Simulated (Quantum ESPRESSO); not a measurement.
# Where does N sit best among P sites?

The results below are calculated, not measured. They come from pw.x of Quantum ESPRESSO 7.5, a plane-wave density functional program, with PseudoDojo standard norm-conserving files (v0.5 for PBE, v0.4.1 for LDA and PBEsol). The cells are made up: elements, strain and atom displacements were drawn at random, and nothing was relaxed. There is no spin polarisation, spin-orbit coupling or dispersion term.

The cell has 8 sites of a zincblende or diamond lattice. Sites 1 to 4 hold Ga Si Ga Ga; sites 5 to 8 hold X X X X. Cell vectors in Å: (5.701, 0.022, 0.051); (0.022, 5.614, -0.018); (0.051, -0.018, 5.585). Settings: PBE, cutoff 1143 eV, 6 x 6 x 6 k mesh shifted by half a step, Fermi-Dirac smearing of 0.1 eV.

In each run one of the sites marked X holds N and the others hold P; cell and positions stay the same. E is the free energy of the cell.

| site of the guest | first shell | mean distance (Å) | E above the lowest (eV) | P (GPa) | force on the guest (eV/Å) |
| --- | --- | --- | --- | --- | --- |
| 5 | Ga3Si | 2.478 | 0.624 | -9.13 | 0.428 |
| 6 | Ga3Si | 2.450 | 0.445 | -9.38 | 0.508 |
| 7 | Ga3Si | 2.441 | 0.370 | -9.52 | 0.285 |
| 8 | Ga3Si | 2.399 | 0.000 | -10.09 | 0.298 |

A rerun of one of these cells at 1437 eV and k mesh 8 x 8 x 8 moved values by no more than 0.005 eV in the cell's energy, 0.04 GPa in stress and 0.009 eV/Å in force.

## Reading the table

Site 8 is lowest, by 0.370 eV, over three times the rerun's bound. A straight line of energy against the mean distance has a slope of 8.0 ± 0.5 eV/Å, so the guest costs less on the tighter sites. The positions are random and not relaxed, so the differences hold for this frozen cell and are not site preferences of a real crystal.